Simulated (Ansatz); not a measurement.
# MgBe5: rattling a relaxed structure

It was reached by relaxing an invented guess, and it needn't be the stable form of this composition.

All numbers below come from DFT PBE, scalar-relativistic, plane waves, PAW (Ansatz 0.2.0). Settings: cutoff 420 eV, Γ-centred mesh 12×12×10 on the computed 6-atom cell, Gaussian smearing of 0.10 eV; no spin polarisation.

The cell below (6 atoms, space group P6/mmm (No. 191)) is relaxed within its symmetry.

```xyz
6
Lattice="4.4286 0.0000 0.0000 -2.2143 3.8353 0.0000 0.0000 0.0000 3.5642" Properties=species:S:1:pos:R:3 pbc="T T T"
Mg    0.0000    0.0000    0.0000
Be    0.0000    2.5568    0.0000
Be    2.2143    1.2784    0.0000
Be    2.2143    0.0000    1.7821
Be    1.1071    1.9176    1.7821
Be   -1.1071    1.9176    1.7821
```

For the test a repeat of it with 12 atoms (edges 3.56, 4.43, 7.67 Å) was strained at random (σ = 1.5 % a component), the atoms were moved at random (σ = 0.15 Å), and all was relaxed again on a coarse 6×6×4 mesh (in the run’s order of axes) with 0.20 eV smearing, with no symmetry imposed.

Question: What happens?

Answer: It returns, within 1 meV/atom of the unmoved cell on that mesh and with the same symmetry when read at 0.1 Å (Cmmm at 0.01 Å, so small strains and shifts remain). No instability shows in this cell; modes of other wave vectors, which need another repeat, aren't tested.
